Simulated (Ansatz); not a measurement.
Relaxed-ion elastic tensor of NbN₃ (ReO3 type, space group No. 221) in GPa (Voigt order), PBEsol (plane waves, PAW; program Ansatz); density 3.32 g/cm³, 16.87 Å³ per atom.

```csv
,1,2,3,4,5,6
1,304,40.8,40.8,0.0,0.0,0.0
2,40.8,304,40.8,0.0,0.0,0.0
3,40.8,40.8,304,0.0,0.0,0.0
4,0.0,0.0,0.0,7.5,0.0,0.0
5,0.0,0.0,0.0,0.0,7.5,0.0
6,0.0,0.0,0.0,0.0,0.0,7.5
```

Q: Is the crystal mechanically stable?

A: Yes: the smallest eigenvalue of C is 7.5 GPa.

Q: Work out the Voigt and Reuss bounds. Is their mean of use?

A: K_V = 129, K_R = 129; G_V = 57.1, G_R = 12.0 GPa. The bounds lie so far apart that a Hill average or a Debye temperature from it would say little.

Space group Pm-3m (ReO3 type). The start of the workflow was typed in or built on a structure type; neither database checked (COD, Materials Project) lists it. Whether it is the stable phase at ambient conditions was not checked. The cell was relaxed with PBEsol under the symmetry of its start, as lowered by the spin order; its stability against distortions is not shown here. Magnetic state: ferrimagnetic, chosen from 4 collinear starts compared on coarse meshes (ties went to the first, and starts can fall back to one state), not a proven ground state. Its formation energy is positive at this level, so the cell may be metastable or incomplete. No Hubbard U is applied. As this level gives no gap, shear constants depend on the k-mesh and smearing (Fermi–Dirac, 0.1 eV here).

Potentials: the later of the program's two PAW sets.
